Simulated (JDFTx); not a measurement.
Rh(100) slab cut from bulk Rh (space group Fm-3m, indices of the conventional cell, lattice of the Materials Project entry mp-74, not re-optimised): 4 atoms in 4 planes, a 1x1 cell of 7.24 Å² (|a| = 2.691, |b| = 2.691 Å), 5.7 Å between the outermost planes, cell height 21.7 Å, 8×8×1 k mesh, Fermi smearing 0.01 Ha, no spin polarisation.

Level of theory: PBE, GBRV ultrasoft potentials, plane waves to 20/100 Ha; code: JDFTx (a modified build). Liquid: linear PCM (GLSSA13), water, 1 M KF. Between zero charge and -0.14 V from it the run gives σ = -2.3 μC/cm², a mean capacitance of 16.1 μF/cm². The liquid has ε = 78.4, a 1:1 salt at 1 M with linear (Debye) response, and T = 298 K.

A calculation by hand: the Debye length, the diffuse-layer capacitance, and the inner capacitance that is left when the two stand in series.

Each ion has density c = 1 × 6.022×10⁻⁴ = 6.022e-04 Å⁻³. λ² = ε kT / (8π (e²/4πε₀) c) with kT = 0.02568 eV and e²/4πε₀ = 14.40 eV Å gives λ = 3.04 Å; the log prints 3.04 Å. C_diffuse = ε₀ε/λ = 228 μF/cm². Then 1/C_inner = 1/16.1 − 1/228, so C_inner = 17.3 μF/cm², which equals a vacuum gap of ε₀/C_inner = 0.51 Å. The diffuse layer takes 7 % of the potential drop; the rest lies between the electrode's charge and the onset of the dielectric, with the electrode's own (quantum) capacitance in it. The split is a model: in the calculation solvent and ions share one smooth cavity.
